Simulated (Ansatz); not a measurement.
SiGe:
```
SiGe
1.0
    3.24167     0.00000     0.00000
    0.00000     3.24167     0.00000
    0.00000     0.00000     3.24167
Ge Si
1 1
Cartesian
  0.00000   0.00000   0.00000
  1.62084   1.62084   1.62084
```

Relaxed with PBE. Special points in fractions of this cell's reciprocal vectors: Γ (0.000, 0.000, 0.000); X (0.000, 0.500, 0.000); M (0.500, 0.500, 0.000); R (0.500, 0.500, 0.500).

Task: List the band energies nearest the Fermi level at these points for PBE in the plane-wave PAW code Ansatz.

Result: In eV from the Fermi level; about four levels below and three above (degenerate sets whole), none deeper than 8.9 eV; … stands for higher levels left out; points with the same levels are listed once.

```csv
k,below,above
Γ,-1.09 -0.52 -0.52 -0.52,3.44 3.44 …
X,–,2.78 2.78 2.89 2.89
M,-7.65 -6.58 -5.79 -5.79,4.43 5.03 7.19 7.19
R,-2.39 -2.39 -2.39 -2.12 -2.12 -2.12,…
```

Space group Pm-3m (CsCl type). The cell is a constructed one: a structure type filled with these elements; neither database checked (COD, Materials Project) lists it. Its standing as an ambient phase is unchecked. The cell was relaxed with PBE under the symmetry of its start. At this level the phase is dynamically unstable (imaginary phonons). Scalar-relativistic: spin–orbit coupling is off unless named, which matters more the heavier the elements.

Potentials: the later of the program's two PAW sets.
